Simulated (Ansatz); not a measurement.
KZn2BCl2O3:
```cif
data_B3Cl6K3O9Zn6
_chemical_formula_sum 'K3 Zn6 B3 Cl6 O9'
_space_group_name_H-M_alt 'R32 :H'
_space_group_IT_number 155
_space_group_name_Hall 'R 3 2"'
_cell_length_a 4.94815
_cell_length_b 4.94815
_cell_length_c 26.38551
_cell_angle_alpha 90.000
_cell_angle_beta 90.000
_cell_angle_gamma 120.000
loop_
_atom_site_label
_atom_site_type_symbol
_atom_site_symmetry_multiplicity
_atom_site_Wyckoff_symbol
_atom_site_fract_x
_atom_site_fract_y
_atom_site_fract_z
_atom_site_occupancy
K1 K 3 b 0.00000 0.00000 0.50000 1
Zn1 Zn 6 c 0.00000 0.00000 0.30563 1
B1 B 3 a 0.00000 0.00000 0.00000 1
Cl1 Cl 6 c 0.00000 0.00000 0.22023 1
O1 O 9 d 0.00000 0.27743 0.00000 1
```
(The calculation used a cell of 9 atoms; values per cell refer to that cell.)

Relaxed with r²SCAN.

Tabulate the valence density and the electron localisation function along the shortest Zn–Cl contact (2.25 Å), r²SCAN (plane waves, PAW; program Ansatz).



```tsv
distance from Zn (Å)	density (e/Å³)	ELF
0.23	26.78	0.00
0.34	13.85	0.00
0.45	6.05	0.01
0.56	2.56	0.04
0.68	1.26	0.10
0.79	0.77	0.14
0.90	0.56	0.17
1.01	0.51	0.26
1.13	0.56	0.47
1.24	0.70	0.70
1.35	0.92	0.82
1.46	1.22	0.85
1.58	1.56	0.84
1.69	1.79	0.79
1.80	1.70	0.70
1.92	1.23	0.53
2.03	0.53	0.34
```

The density is the valence pseudo-density with augmentation charge, so density and ELF within about 1 Å of a nucleus are not all-electron values.

The workflow started from a Materials Project entry (that database holds measured and hypothetical structures alike); the Crystallography Open Database files this formula in space group No. 155, but the cells were not matched. Whether it is the stable phase at ambient conditions was not checked. The r²SCAN relaxation kept the symmetry of its start; its stability against distortions is not shown here.

Potentials: the later of the program's two PAW sets.
